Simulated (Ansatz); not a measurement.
Si2Mo in space group P6_222 (No. 180; Si on 6j, Mo on 3d), the program Ansatz at the r²SCAN level (PAW), all energies at zero smearing, with the estimated change up to a 700 eV cutoff added, with one set of potentials and settings (totals compare only within such a set). Cell of 9 atoms (6 Si, 3 Mo): -18741.170 eV.

```json
[
 {"element": "Si", "reference phase": "Fd-3m, 2 atoms in the cell", "E (eV/atom)": "-639.0667"},
 {"element": "Mo", "reference phase": "Im-3m, 1 atoms in the cell", "E (eV/atom)": "-4967.5975"}
]
```

Formation energy per atom, worked out: (-18741.170 − 6×(-639.0667) − 3×(-4967.5975))/9 = -0.442 eV/atom (-43 kJ per mol of atoms), at 0 K, without zero-point energy or fitted corrections.

The first step of the workflow began from a Materials Project structure, measured or hypothetical; the Crystallography Open Database copy checked does not list it. It is not the phase usual at ambient conditions (space group No. 139). Symmetry was held in the r²SCAN relaxation; its stability against distortions is not shown here. No spin polarisation was allowed. The references are the lowest solids computed at this level, not always the standard phases.

Potentials: the later of the program's two PAW sets.
